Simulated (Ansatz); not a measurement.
# WS2: from a starting cell to a relaxed one

The start is a generated cell, WS2 placed in the baddeleyite structure type. The cell and all atomic positions are relaxed at zero pressure with PBEsol (plane waves to 420 eV, PAW, scalar-relativistic; Ansatz, a quantum-chemistry and plane-wave program). The first steps use a coarse 3×3×3 k-mesh.

Input geometry:
```yaml
crystal:
  lattice:
    - [6.14152, 0.00000, 0.00000]
    - [0.00000, 6.21438, 0.00000]
    - [-1.01699, 0.00000, 6.25833]
  atoms:
    - { symbol: W, position: [0.27540, 0.03950, 0.20830] }
    - { symbol: W, position: [0.72460, 0.53950, 0.29170] }
    - { symbol: W, position: [0.72460, 0.96050, 0.79170] }
    - { symbol: W, position: [0.27540, 0.46050, 0.70830] }
    - { symbol: S, position: [0.07000, 0.33170, 0.34470] }
    - { symbol: S, position: [0.93000, 0.83170, 0.15530] }
    - { symbol: S, position: [0.93000, 0.66830, 0.65530] }
    - { symbol: S, position: [0.07000, 0.16830, 0.84470] }
    - { symbol: S, position: [0.44960, 0.75690, 0.47920] }
    - { symbol: S, position: [0.55040, 0.25690, 0.02080] }
    - { symbol: S, position: [0.55040, 0.24310, 0.52080] }
    - { symbol: S, position: [0.44960, 0.74310, 0.97920] }
```

Task: What pressure does the first self-consistent step give?

Result: -18 GPa (negative: the cell is under tension).

Task: Which atoms feel the largest initial force, and how large is it?

Result: About 1.0 eV/Å, on W1, W2, W3, W4 (atoms numbered as listed).

Task: How does the volume per atom move from start to end?

Result: -13.9 %, from 19.90 to 17.14 Å³/atom.

Task: How do the shortest distances between atoms change?

Result: The closest pairs of elements (up to four, under 3.6 Å), start → end: S–W 2.45 → 2.35 Å; S–S 3.03 → 2.86 Å.

Task: Is the relaxed structure metallic? Give its gap.

Result: No gap on the sampled points, where the bands overlap only slightly; such a result is sensitive to mesh and level.

Task: What does it relax into? Give the structure.

Result: 
Space group P2₁/c (No. 14); a = 5.897 Å, b = 5.866 Å, c = 6.053 Å, α = 90.00°, β = 100.77°, γ = 90.00°

```tsv
atom	site	symmetry	x	y	z
W	4e	1	0.2764	0.0487	0.1993
S	4e	1	0.0813	0.3524	0.3357
S	4e	1	0.5529	0.2618	0.0048
```

The space group stays P2₁/c (No. 14) (the run could not lower it); the end is AFLOW prototype A2B_mP12_14_2e_e (C43, as in ZrO2), with 12 atoms in the primitive cell. Final values are on a 7×7×7 k-mesh of the relaxed cell. No spin polarisation in the result.

The run could not lose the symmetry of its start: the end is stationary, and may be a saddle point rather than a minimum.

The relaxed structure here is a generated cell of WS2: the first start was made by placing the elements on the sites of a structure type, and the end was not matched to a known phase here, so it may be hypothetical. Known forms of WS2 include space group No. 194.
